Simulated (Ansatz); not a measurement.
## Perovskite alloy of SrTiO3 and BaTiO3 (3 of 27 Sr sites exchanged), 135 atoms

Ansatz, PAW, plane waves. PBEsol relaxation of volume and atoms (shape held) at the single k point (½, ½, ½); single points on the relaxed atoms at the Γ point alone, onto which points of the small cell's zone fold. Arrangement: quasirandom. No spin–orbit coupling unless named.

Relaxed cell: a = 11.696 Å, b = 11.696 Å, c = 11.696 Å, α = 90.00°, β = 90.00°, γ = 90.00°.

Mean bond lengths: Ba–O 2.789 Å; O–Sr 2.753 Å; O–Ti 1.949 Å.

(1) What gap lies between the top filled and the lowest empty level in the single points?

## Answers

(1) HSE06 3.61 eV (65 s on NVIDIA GB200).
